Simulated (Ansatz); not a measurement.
A sound run on ScCd (Pm-3m), total moment held at 0 μB (DFT, PBEsol, PAW with Ansatz's default frozen-core files, scalar-relativistic in Ansatz 0.2.0):

```yaml
crystal:
  lattice:
    - [3.52625559, 0.0, 0.0]
    - [0.0, 3.52625559, 0.0]
    - [0.0, 0.0, 3.52625559]
  atoms:
    - { symbol: Sc, position: [0.5, 0.5, 0.5] }
    - { symbol: Cd, position: [0.0, 0.0, 0.0] }
magnetization:
  spin_polarized: true
  initial_magnetization: 0.0
  spin_locking: { lock_magnetization: hard }
kpoints:
  mp_grid: { grid: [11, 11, 11] }
scf:
  occupations: { method: fermi_dirac, width: 0.08 }
  lower_state_search: "off"
hamiltonian:
  xc: pbesol
  pseudopotentials: { kind: paw }
output:
  forces: true
  stress: true
  eigenvalues: true
```

It converged in 8 iterations. The moment is held at zero, and no site carries one. Pressure -2.45 GPa.

The input is then changed, output keys apart:

```diff
-  mp_grid: { grid: [11, 11, 11] }
+  mp_grid: { grid: [11, 10, 12] }
+  max_iter: 100
```

Q: How does the run end?

A: Self-consistency was reached. Free energy -10296.1018 eV against -10296.1021 eV, cell moment 0.00 μB, pressure -2.45 GPa. The change did no harm here: the energy is that of the sound run to 1 meV per atom.
```
Warning: crystal.symmetry: narrowed to the stabiliser of the k-point mesh — unitary ops 48 → 8; excluded 40 operations that carry a point of the 11×10×12 mesh (shift [0, 0, 0]) off the mesh (the run samples exactly the mesh kpoints.mp_grid names, as under crystal.symmetry.detect: false, and its converged state has the mesh's symmetry, not the crystal's; ε∞, the Born charges and the force constants …
Warning: output.stress: scf.convergence.dr2_threshold = 1e-7 eV (the SCF's general default) is looser than the 2e-10 eV advised for a printed stress (1e-10 eV for each atom of the cell: 2). What an SCF threshold leaves in a stress goes as its square root, and in the free energy as the threshold itself, and one threshold admits the most on a small cell: of the crystals measured, under no hybrid fun …
Engine: ansatz 0.2.0
Pseudopotentials: kind: paw
Pseudopotential: Sc, paw, valence charge 11, recommended cutoff 420 eV (normal), Sc.paw.azcp
Pseudopotential: Cd, paw, valence charge 20, recommended cutoff 420 eV (normal), Cd.paw.azcp
Functional definition: PBEsol
  exchange = pbesol_x
  correlation = pbesol_c
Crystal: 2 atoms, lattice volume = 43.847 Å³
Basis set: ecut = 420 eV, 847 PW (Γ), exchange–correlation on 48×48×48 points (8 copies of the dense FFT grid, shifted against one another)
Bands: 20, of which v1, the nominal top of the filled ones, is band 16 counted from 1 (15 counted from 0)
Symmetry: 8 space group operations
k-points: 252 of 1320
Non-local potential: Sc, projectors of the file, l = 0: 3, l = 1: 2, l = 2: 3, l = 3: 1
Non-local potential: Cd, projectors of the file, l = 0: 3, l = 1: 2, l = 2: 2, l = 3: 1
PAW form: soft (Blöchl's): semilocal exchange-correlation on the pseudo side does not see the compensation charge
[...]
  E_smearing   = -0.044454  (= −TS)
  E_closure    = -0.000000  (closes the sum)
  Σ components = -10296.101791   (vs F -10296.101791, Δ=0.00e0)
--- Forces (eV/Å), atoms counted from 1 ---
  atom   1  Sc    -0.00000000     0.00000000     0.00000000
  atom   2  Cd    -0.00000000     0.00000000     0.00000000
  max |Σ_I F_I| component: 1.34e-29 eV/Å
--- Stress (GPa, compression-positive) ---
       -2.463443       0.000000       0.000000
        0.000000      -2.452023       0.000000
        0.000000       0.000000      -2.428820
  P = ⅓ Tr σ = -2.4481 GPa (-24.481 kbar)
--- Band table (eV; the first three rows and the last of 504) ---
  k-point 0 ↑: bands = ["-90.0754", "-51.1391", "-51.1389", "-51.1389", "-37.3695", "-16.0309", "-16.0309", "-16.0306", "3.6244", "3.6247", "4.0573", "4.0574", "4.0575", "5.0780", "12.5865", "12.5867", "14.8488", "14.8490", "14.8491", "17.3283"]
  k-point 1 ↑: bands = ["-90.0754", "-51.1391", "-51.1391", "-51.1389", "-37.3690", "-16.0381", "-16.0304", "-16.0300", "3.6305", "3.6498", "4.0492", "4.0493", "4.0598", "5.1748", "12.5470", "12.5872", "14.6744", "14.6746", "14.8434", "16.8606"]
  k-point 2 ↑: bands = ["-90.0754", "-51.1398", "-51.1390", "-51.1389", "-37.3675", "-16.0578", "-16.0290", "-16.0286", "3.6471", "3.7165", "4.0267", "4.0269", "4.0667", "5.4664", "12.3360", "12.5888", "14.3063", "14.3065", "14.8279", "16.0177"]
  k-point 251 ↓: bands = ["-90.0751", "-51.1420", "-51.1419", "-51.1419", "-37.3469", "-16.1130", "-16.1127", "-16.1109", "3.7270", "3.7325", "3.7326", "4.3358", "4.3470", "10.8395", "10.9276", "10.9279", "13.7350", "15.3304", "15.4612", "16.8155"]
```
